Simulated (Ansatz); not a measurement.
A relaxation computed with Ansatz, from input to last step.

```yaml
crystal:
  lattice:
    - [6.4731979764, 0.0, 0.0]
    - [-3.2365989882, 5.6059538913, 0.0]
    - [0.0, 0.0, 3.9416460017]
  atoms:
    - { symbol: Mg, position: [0.5, 0.0, 0.5] }
    - { symbol: Mg, position: [0.5, 0.5, 0.5] }
    - { symbol: Mg, position: [0.0, 0.5, 0.5] }
    - { symbol: Cd, position: [0.0, 0.0, 0.0] }
    - { symbol: Te, position: [0.3333333333, 0.6666666667, 0.0] }
    - { symbol: Te, position: [0.6666666667, 0.3333333333, 0.0] }
basis:
  ecutwfc: 420
kpoints:
  mp_grid: { grid: [3, 3, 4] }
hamiltonian:
  xc: pbe
scf:
  occupations: { method: gaussian, width: 0.1 }
  lower_state_search: "off"
output:
  forces: true
  stress: true
  eigenvalues: true
relax:
  adjacent_minimum: "off"
  f_tol: 0.04
  max_steps: 70
  cell: { stress_tol: 0.4 }
```

```bash
ansatz run input.yaml --threads 1 --pin off --max-ram 2560MiB --backend cpu --events-out ev --progress --plain --runs-dir out
```

Theory: Ansatz, DFT PBE, scalar-relativistic, plane waves, PAW.

Of 7 frames 6 are shown, positions in Å and forces in eV/Å; the SCF threshold varies from step to step. Steps run on the plane waves of an earlier cell, with a Pulay correction in the pressure. The basis is chosen afresh for the last frame, the zero of the energies, and at times for earlier ones too; energy and pressure can step there, also at an unchanged geometry. Where two frames share a geometry here, they differ by under 2 meV/atom and 0.3 GPa.

```xyz
6
Lattice="6.4732 0.0000 0.0000 -3.2366 5.6060 0.0000 0.0000 0.0000 3.9416" Properties=species:S:1:pos:R:3:forces:R:3 pbc="T T T" step=1 free_energy_over_end_meV_per_atom=230.32 pressure_GPa=12.65
Mg    3.2366    0.0000    1.9708    0.0000    0.0000    0.0000
Mg    1.6183    2.8030    1.9708    0.0000    0.0000    0.0000
Mg   -1.6183    2.8030    1.9708    0.0000    0.0000    0.0000
Cd    0.0000    0.0000    0.0000    0.0000    0.0000    0.0000
Te    0.0000    3.7373    0.0000    0.0000    0.0000    0.0000
Te    3.2366    1.8687    0.0000    0.0000    0.0000    0.0000
6
Lattice="6.7468 0.0000 0.0000 -3.3734 5.8429 0.0000 0.0000 0.0000 4.1338" Properties=species:S:1:pos:R:3:forces:R:3 pbc="T T T" step=2 free_energy_over_end_meV_per_atom=57.38 pressure_GPa=4.87
Mg    3.3734    0.0000    2.0669    0.0000    0.0000    0.0000
Mg    1.6867    2.9214    2.0669    0.0000    0.0000    0.0000
Mg   -1.6867    2.9214    2.0669    0.0000    0.0000    0.0000
Cd    0.0000    0.0000    0.0000    0.0000    0.0000    0.0000
Te    0.0000    3.8952    0.0000    0.0000    0.0000    0.0000
Te    3.3734    1.9476    0.0000    0.0000    0.0000    0.0000
6
Lattice="6.9867 0.0000 0.0000 -3.4933 6.0507 0.0000 0.0000 0.0000 4.2332" Properties=species:S:1:pos:R:3:forces:R:3 pbc="T T T" step=3 free_energy_over_end_meV_per_atom=8.86 pressure_GPa=1.24
Mg    3.4933    0.0000    2.1166    0.0000    0.0000    0.0000
Mg    1.7467    3.0253    2.1166    0.0000    0.0000    0.0000
Mg   -1.7467    3.0253    2.1166    0.0000    0.0000    0.0000
Cd    0.0000    0.0000    0.0000    0.0000    0.0000    0.0000
Te    0.0000    4.0338    0.0000    0.0000    0.0000    0.0000
Te    3.4933    2.0169    0.0000    0.0000    0.0000    0.0000
6
Lattice="7.1339 0.0000 0.0000 -3.5669 6.1781 0.0000 0.0000 0.0000 4.2258" Properties=species:S:1:pos:R:3:forces:R:3 pbc="T T T" step=4 free_energy_over_end_meV_per_atom=2.55 pressure_GPa=0.18
Mg    3.5669    0.0000    2.1129    0.0000    0.0000    0.0000
Mg    1.7835    3.0891    2.1129    0.0000    0.0000    0.0000
Mg   -1.7835    3.0891    2.1129    0.0000    0.0000    0.0000
Cd    0.0000    0.0000    0.0000    0.0000    0.0000    0.0000
Te    0.0000    4.1188    0.0000    0.0000    0.0000    0.0000
Te    3.5669    2.0594    0.0000    0.0000    0.0000    0.0000
6
Lattice="7.1339 0.0000 0.0000 -3.5669 6.1781 0.0000 0.0000 0.0000 4.2258" Properties=species:S:1:pos:R:3:forces:R:3 pbc="T T T" step=5 free_energy_over_end_meV_per_atom=0.71 pressure_GPa=0.30
Mg    3.5669    0.0000    2.1129    0.0000    0.0000    0.0000
Mg    1.7835    3.0891    2.1129    0.0000    0.0000    0.0000
Mg   -1.7835    3.0891    2.1129    0.0000    0.0000    0.0000
Cd    0.0000    0.0000    0.0000    0.0000    0.0000    0.0000
Te    0.0000    4.1188    0.0000    0.0000    0.0000    0.0000
Te    3.5669    2.0594    0.0000    0.0000    0.0000    0.0000
6
Lattice="7.1923 0.0000 0.0000 -3.5961 6.2287 0.0000 0.0000 0.0000 4.2129" Properties=species:S:1:pos:R:3:forces:R:3 pbc="T T T" step=7 free_energy_over_end_meV_per_atom=0.00 pressure_GPa=0.05
Mg    3.5961    0.0000    2.1065    0.0000    0.0000    0.0000
Mg    1.7981    3.1143    2.1065    0.0000    0.0000    0.0000
Mg   -1.7981    3.1143    2.1065    0.0000    0.0000    0.0000
Cd    0.0000    0.0000    0.0000    0.0000    0.0000    0.0000
Te    0.0000    4.1525    0.0000    0.0000    0.0000    0.0000
Te    3.5961    2.0762    0.0000    0.0000    0.0000    0.0000
```

The start puts this composition into another compound's structure type, which needn't suit it. The cell swells from 23.8 to 31.5 Å³ an atom, so the end can be far from any stable crystal. At the end the space group is P6/mmm (tolerance 0.05 Å).

The run took 28 s on 1 thread of Arm Neoverse V2 (shared host), peak memory 0.45 GiB.

The k mesh is coarse.